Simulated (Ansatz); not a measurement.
Start of a relaxation of SiS5:

```xyz
6
Lattice="0.0000 4.2423 4.2423 4.2423 0.0000 4.2423 4.2423 4.2423 0.0000" Properties=species:S:1:pos:R:3 pbc="T T T"
Si    2.1211    2.1211    2.1211
S     3.0965    3.0965    3.0965
S     5.3880    5.3880    3.0965
S     5.3880    3.0965    5.3880
S     3.0965    5.3880    5.3880
S     6.3634    6.3634    6.3634
```

Computed with DFT PBE, scalar-relativistic, plane waves, PAW (Ansatz 0.2.0). Cutoff 420 eV, Gaussian smearing, Γ-centred meshes. Cell and atoms relax first on a coarse mesh and then on a finer one. In between, the cell is made exact in the group found at 0.06 Å. In metals the finer mesh still leaves noise of several meV/atom or more. The steps can't lower the symmetry of their start. No spin polarisation.

A guess keeps its type if space group and coordination stay and the shape of the cell changes little (axis ratios within about 15 %, angles within 6°); the volume may change.

Task: Will the relaxed cell still be of the starting type?

Result: It keeps its type. The symmetry stays F-43m (No. 216). The volume per atom grows by 10.9 %, from 25.4 to 28.2 Å³. The shortest distance goes from 1.69 Å (Si–S) to 2.11 Å (Si–S). Counting neighbours within 15 % of an atom's shortest distance, the start has S 1/12, Si 4 and the end S 1/12, Si 4.

Formation energies are uncorrected and refer to the elements' standard structures at the same level.

Task: At what energy does it end?

Result: +0.89 eV/atom. It can't be a ground state, since the elements alone are lower.

The last run used an 8×8×8 mesh for its 6-atom cell and Gaussian smearing of 0.10 eV. No dispersion correction is applied, so the spacing and binding between layers, chains or molecules are poorly described. S stands nearly free of neighbours here, and without spin polarisation the energy of such atoms comes out too high. The cell is a metal run without spin; a magnetic state may lie lower. The reference form of S is held partly by dispersion forces, which this level lacks. Symmetry constrained the relaxation, so the result can be a saddle point.

In counts of neighbours, a slash parts the counts of unlike sites.
